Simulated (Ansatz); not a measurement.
YGe (NiAs type, P6_3/mmc) under volume change, DFT-PBE in the program Ansatz with PAW potentials, shape and atoms relaxed at each volume.

| V (Å³/atom) | E − E(relaxed) (meV/atom) | P (GPa) |
|---|---|---|
| 23.614 | ___ | ___ |
| 24.393 | 18.7 | 4.07 |
| 25.171 | 4.4 | 1.87 |
| 25.950 | 0.0 | 0.00 |
| 26.728 | 4.0 | -1.62 |
| 27.507 | 15.4 | -3.07 |
| 28.285 | ___ | ___ |

Some entries are withheld; supply them.


- 23.614, E − E(relaxed) (meV/atom): 44.3
- 23.614, P (GPa): 6.52
- 28.285, E − E(relaxed) (meV/atom): 33.4
- 28.285, P (GPa): -4.32

What does a third-order Birch–Murnaghan fit give for V₀, B₀ and B′?

V₀ = 25.95 Å³/atom, B₀ = 58.5 GPa, B′ = 3.5.

A made-up cell: these elements were put on the sites of a structure type; neither database checked (COD, Materials Project) lists it. Whether it is the stable phase at ambient conditions was not checked. Symmetry was held in the PBE relaxation; its stability against distortions is not shown here. No spin polarisation was allowed.

Potentials: the later of the program's two PAW sets.
